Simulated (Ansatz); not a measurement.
Q: Each is relaxed and computed with PBEsol in the plane-wave PAW code Ansatz. Which is the only metal?
(A) BAs, rock salt
(B) MgS, rock salt
(C) AlBN2, P3m1 (B on 1b, N on 1b, Al on 1c, N on 1c)
(D) B4C, Cm (Pearson symbol mS30)

A: A, BAs, rock salt. BAs: metal; B4C: gap 2.82 eV (indirect); AlBN2: gap 4.04 eV (indirect); MgS: gap 2.73 eV (indirect). Typed or built starts, not in the databases checked: BAs, rock salt; AlBN2, P3m1 (B on 1b, N on 1b, Al on 1c, N on 1c). Not the usual ambient phase: BAs, rock salt. Standing as an ambient phase not checked: B4C, Cm (Pearson symbol mS30). Unstable at this level: BAs, rock salt. All cells were relaxed under the symmetry of their starts (and spin orders); stability against distortions was not tested throughout. Scalar-relativistic: spin–orbit coupling is off unless named, which matters more the heavier the elements.

Potentials: the earlier of the program's two PAW sets. The files were generated under PBE; for other functionals the program regenerates the frozen cores, and for LDA and PBEsol the local potential too.
